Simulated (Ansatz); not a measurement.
MoS$_{2}$ (2H-MoS2 type, space group P6_3/mmc)

```xyz
6
Lattice="3.1730 0.0000 0.0000 -1.5865 2.7479 0.0000 0.0000 0.0000 12.4366" Properties=species:S:1:pos:R:3 pbc="T T T"
Mo     0.0000     1.8319     3.1091
Mo     1.5865     0.9160     9.3274
S      0.0000     1.8319     7.7717
S      1.5865     0.9160     1.5534
S      1.5865     0.9160     4.6649
S      0.0000     1.8319    10.8832
```

Grid over V/V₀ and (c/a)/(c/a)₀, subscript 0 meaning the relaxed cell; the conventional c axis lies along z; no internal relaxation.

Method: r2SCAN+rVV10 (plane waves to 500 eV, PAW, scalar-relativistic; Ansatz, a program for electronic structure). k mesh 12×12×3 (Γ-centred), Fermi-Dirac smearing 0.05 eV. E stands for the smeared free energy. As the atoms are clamped, bonds stretch with the cell, which overstates energies and stresses. MoS2 is run without spin polarisation. MoS2 was relaxed with its symmetry unable to fall.

Changes of ΔE (kJ/mol of atoms) from the point V/V₀ = 1.000, (c/a)/(c/a)₀ = 1.000 when one coordinate moves alone (two changes are said to add if the coupling is within 5 % of the smaller one, nearly so within 20 %):

```csv
point,change
"V/V₀ = 1.000, (c/a)/(c/a)₀ = 0.960",1.138
"V/V₀ = 1.000, (c/a)/(c/a)₀ = 0.973",0.500
"V/V₀ = 1.000, (c/a)/(c/a)₀ = 0.987",0.123
"V/V₀ = 0.960, (c/a)/(c/a)₀ = 1.000",1.441
"V/V₀ = 0.973, (c/a)/(c/a)₀ = 1.000",0.625
"V/V₀ = 0.987, (c/a)/(c/a)₀ = 1.000",0.152
"V/V₀ = 1.013, (c/a)/(c/a)₀ = 1.000",0.145
"V/V₀ = 1.027, (c/a)/(c/a)₀ = 1.000",0.569
"V/V₀ = 1.040, (c/a)/(c/a)₀ = 1.000",1.249
"V/V₀ = 1.000, (c/a)/(c/a)₀ = 1.013",0.122
"V/V₀ = 1.000, (c/a)/(c/a)₀ = 1.027",0.481
"V/V₀ = 1.000, (c/a)/(c/a)₀ = 1.040",1.069
```

What is the change at V/V₀ = 1.027, (c/a)/(c/a)₀ = 1.013, where both move, and how far is it from the sum?

The sum of the single changes is 0.569 + (0.122) = 0.691; the calculation gives 0.727, so the coupling contributes 0.036 (over 20 % of the smaller single change, not additive).

Do the two effects add at V/V₀ = 1.040, (c/a)/(c/a)₀ = 0.987? Give the computed change.

The sum of the single changes is 1.249 + (0.123) = 1.372; the calculation gives 1.314, so the coupling contributes -0.058 (over 20 % of the smaller single change, not additive).

What is the change at V/V₀ = 0.973, (c/a)/(c/a)₀ = 0.973, where both move, and how far is it from the sum?

The sum of the single changes is 0.625 + (0.500) = 1.125; the calculation gives 1.211, so the coupling contributes 0.086 (under 20 % of the smaller single change, nearly additive).

(Under strain, the slope of the energy per volume gives the stress and its curvature an elastic modulus.)
